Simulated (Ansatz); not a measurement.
# K₂NaTaBr₆: what symmetry allows forces and stress to be

```xyz
10
Lattice="0.0000 5.9565 5.9565 5.2947 0.6618 5.2947 5.9565 5.9565 0.0000" Properties=species:S:1:pos:R:3 pbc="T T T"
K     8.4544    9.4151    8.4544
K     2.7969    3.1597    2.7969
Na    5.6256    6.2874    5.6256
Ta    0.0000    0.0000    0.0000
Br    2.6563    6.0872    5.7937
Br    5.8258    6.1193    2.6563
Br    8.5949    6.4876    5.4575
Br    5.4575    3.3181    5.4255
Br    5.7937    9.2567    5.8258
Br    5.4255    6.4555    8.5949
```

All numbers below come from Ansatz 0.2.0, DFT PBE, scalar-relativistic, plane waves, PAW.

Plane waves to 420 eV, a k mesh through Γ of 6×6×6 on the computed 10-atom cell and Gaussian smearing (0.10 eV); collinear spin from starting moments 0 0 0 1 0 0 0 0 0 0 μB.

This distorted cell has space group R-3, with 6 operations that respect the starting moments. Operations that also reverse all spins aren't counted, and can restrict forces and stress further.

Task: Without a calculation: in which directions can each atom feel a force?

Result: A force must be left unchanged by every operation that keeps its atom in place, so it lies in the space that those operations leave fixed. Atoms that the group maps onto each other feel forces of one size.
```csv
atom,site symmetry,operations at the site,equivalent to atom,allowed force (Cartesian)
K1,3.,3,1,"along (0.58, -0.58, 0.58)"
K2,3.,3,1,"along (0.58, -0.58, 0.58)"
Na3,-3.,6,3,none
Ta4,-3.,6,4,none
Br5,1,1,5,any direction
Br6,1,1,5,any direction
Br7,1,1,5,any direction
Br8,1,1,5,any direction
Br9,1,1,5,any direction
Br10,1,1,5,any direction
```

That leaves 4 independent force components of 30. A relaxation in this cell that keeps the symmetry moves the atoms in these directions alone.

Task: And the stress tensor?

Result: It must be invariant under the point group, which leaves 2 independent components: xx = yy, xx = zz, yy = zz, yz = xy. Further linear relations between components hold in this frame.

Task: Do the computed values obey this?

Result: Yes. Forces (eV/Å):
```
K1  -0.054  0.054 -0.054
K2   0.054 -0.054  0.054
Na3  0.000  0.000  0.000
Ta4  0.000  0.000  0.000
Br5 -0.091 -0.153  0.146
Br6  0.153 -0.146 -0.091
Br7  0.091  0.153 -0.146
Br8 -0.146 -0.091 -0.153
Br9  0.146  0.091  0.153
Br10-0.153  0.146  0.091
```

Stress (GPa, compression positive, xx yy zz yz xz xy): -0.90 -0.90 -0.90 -0.78 0.78 -0.78. The program imposes the same operations on density, forces and stress, so this confirms the analysis and is no independent test of the calculation.

Spin-orbit coupling is left out, which matters for the bands of heavy elements.